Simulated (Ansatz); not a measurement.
Here is the system:

SiC2N4:
```yaml
crystal:
  lattice:
    - [6.64148, 0.00000, 0.00000]
    - [0.00000, 6.64148, 0.00000]
    - [0.00000, 0.00000, 6.64148]
  atoms:
    - { symbol: Si, position: [0.50000, 0.50000, 0.50000] }
    - { symbol: Si, position: [0.00000, 0.00000, 0.00000] }
    - { symbol: C, position: [0.75000, 0.25000, 0.25000] }
    - { symbol: C, position: [0.25000, 0.25000, 0.75000] }
    - { symbol: C, position: [0.25000, 0.75000, 0.25000] }
    - { symbol: C, position: [0.75000, 0.75000, 0.75000] }
    - { symbol: N, position: [0.14568, 0.85432, 0.14568] }
    - { symbol: N, position: [0.64568, 0.64568, 0.64568] }
    - { symbol: N, position: [0.85432, 0.14568, 0.14568] }
    - { symbol: N, position: [0.35432, 0.35432, 0.64568] }
    - { symbol: N, position: [0.14568, 0.14568, 0.85432] }
    - { symbol: N, position: [0.64568, 0.35432, 0.35432] }
    - { symbol: N, position: [0.85432, 0.85432, 0.85432] }
    - { symbol: N, position: [0.35432, 0.64568, 0.35432] }
```

This is the r²SCAN-relaxed structure.

Question: All from the program Ansatz at the r²SCAN level (PAW), unless another level is named. Predict the hole effective mass, band 1 of 3 at the edge.

Answer: 0.90 along [100], 3.1 along [110] (mₑ).

Question: What about the hole effective mass, band 3 of 3 at the edge?

Answer: 0.80 along [100], 0.49 along [110], 0.58 along [111] (mₑ).

Question: Next, the formation energy from the elements (no fitted shifts)?

Answer: -0.20 eV/atom.

Question: Give the band gap.

Answer: 4.82 eV (smallest direct gap 4.83 eV).

Question: What about the weight of the conduction-edge state by species (Voronoi cells)?

Answer: N 42 %, C 39 %, Si 19 %.

Space group Pn-3m. The workflow started from a Materials Project entry (that database holds measured and hypothetical structures alike); the Crystallography Open Database files this formula in space group No. 224, but the cells were not matched. Its standing as an ambient phase is unchecked. Symmetry was held in the r²SCAN relaxation; whether a distortion lowers the energy is not shown. The references are the lowest solids computed at this level, not always the standard phases (solids in place of the gases).

Potentials: the later of the program's two PAW sets.
